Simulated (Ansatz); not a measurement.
Cell and atoms are relaxed with the symmetry kept. Start:

```cif
data_structure
_symmetry_space_group_name_H-M 'I4/mcm'
_symmetry_Int_Tables_number 140
_cell_length_a 6.4050
_cell_length_b 6.4050
_cell_length_c 5.2520
_cell_angle_alpha 90.000
_cell_angle_beta 90.000
_cell_angle_gamma 90.000
_cell_volume 215.46
loop_
_atom_site_label
_atom_site_type_symbol
_atom_site_symmetry_multiplicity
_atom_site_Wyckoff_symbol
_atom_site_fract_x
_atom_site_fract_y
_atom_site_fract_z
_atom_site_occupancy
Hf1 Hf 8 h 0.16300 0.66300 0.00000 1
Ni1 Ni 4 a 0.00000 0.00000 0.25000 1
```

Computed with Ansatz 0.2.0, DFT r2SCAN, scalar-relativistic, plane waves, PAW.

Settings: cutoff 500 eV, Γ-centred mesh 10×10×10 on the computed 6-atom cell, Gaussian smearing of 0.10 eV; no spin polarisation.

Problem. What does it relax to?

Solution. The volume decreases by 0.23 Å³/atom to 17.72 Å³/atom, and the energy falls by 3.0 meV/atom. Final structure:
```cif
data_structure
_symmetry_space_group_name_H-M 'P 1'
_symmetry_Int_Tables_number 1
_cell_length_a 5.2120
_cell_length_b 5.2120
_cell_length_c 5.2120
_cell_angle_alpha 104.600
_cell_angle_beta 104.600
_cell_angle_gamma 119.727
_cell_volume 106.33
loop_
_atom_site_label
_atom_site_type_symbol
_atom_site_fract_x
_atom_site_fract_y
_atom_site_fract_z
_atom_site_occupancy
Hf1 Hf 0.66516 0.16516 0.83031 1
Hf2 Hf 0.16516 0.33484 0.50000 1
Hf3 Hf 0.33484 0.83484 0.16969 1
Hf4 Hf 0.83484 0.66516 0.50000 1
Ni1 Ni 0.25000 0.25000 0.00000 1
Ni2 Ni 0.75000 0.75000 0.00000 1
```

Spin–orbit coupling is left out, which can shift energies with elements as heavy as these. Spin polarisation was left out, and a magnetic state may lie lower.